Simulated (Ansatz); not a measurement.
Consider the following.

InGaAs2:
Space group P-4m2 (No. 115); a = b = 4.1018 Å, c = 5.8457 Å, α = β = γ = 90.00°

```
atom  site  symmetry       x       y       z
----  ----  --------  ------  ------  ------
In      1d      -4m2  0.0000  0.0000  0.5000
Ga      1b      -4m2  0.5000  0.5000  0.0000
As      2g      2mm.  0.0000  0.5000  0.2301
```

This is the LDA-relaxed structure.

Task: All from LDA (plane waves, PAW; program Ansatz), unless another level is named. Give the Debye temperature from the elastic constants.

Result: 283 K.

Task: Give the highest zone-centre frequency.

Result: 246 cm⁻¹.

The workflow started from a Materials Project entry (that database holds measured and hypothetical structures alike); the Crystallography Open Database copy checked does not list it. With In and Ga taken as one species the cell has the higher symmetry F-43m, so it may be an ordered model of a mixed-site phase. Whether it is the stable phase at ambient conditions was not checked. The LDA relaxation kept the symmetry of its start; of distortions, only those at the zone centre were tested. As this level gives no gap, shear constants depend on the k-mesh and smearing (Fermi–Dirac, 0.1 eV here). As this level gives no gap, phonon frequencies hold no LO–TO term and depend on the k-mesh and smearing (Fermi–Dirac, 0.1 eV here).

Potentials: the later of the program's two PAW sets.
